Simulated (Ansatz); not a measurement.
Crystals of one structure type (diamond) and one family of elements, relaxed and computed with the program Ansatz at the PBE level (PAW).

```csv
crystal,V (Å³/atom),B₀ by P(V) fit (GPa)
Ru,20.28,?
Mo,23.00,107
Pd,24.49,66.3
Nb,25.72,67.0
Ag,30.03,30.4
Zr,30.91,36.8
Y,43.65,9.8
```

**Question.** Fit a straight line to ln B₀ against ln V and predict the withheld value.

**Answer.** Least squares on the 6 shown rows: ln B₀ = -3.58 × ln V + (15.776), with a scatter of 12 %. For Ru this gives 149. The run itself gave 163, within the scatter.

Typed or built starts, not in the databases checked: Ru, diamond; Mo, diamond; Pd, diamond; Nb, diamond; Ag, diamond; Zr, diamond; Y, diamond. Not the usual ambient phase: Ru, diamond; Mo, diamond; Pd, diamond; Nb, diamond; Ag, diamond; Zr, diamond; Y, diamond. Began spin-polarised and lost the moments: Ru, diamond. All cells were relaxed under the symmetry of their starts (and spin orders); stability against distortions was not tested throughout. Rows with no word on spin ran without spin polarisation. Spin–orbit coupling is left out wherever it is not named.

Potentials: the later of the program's two PAW sets.
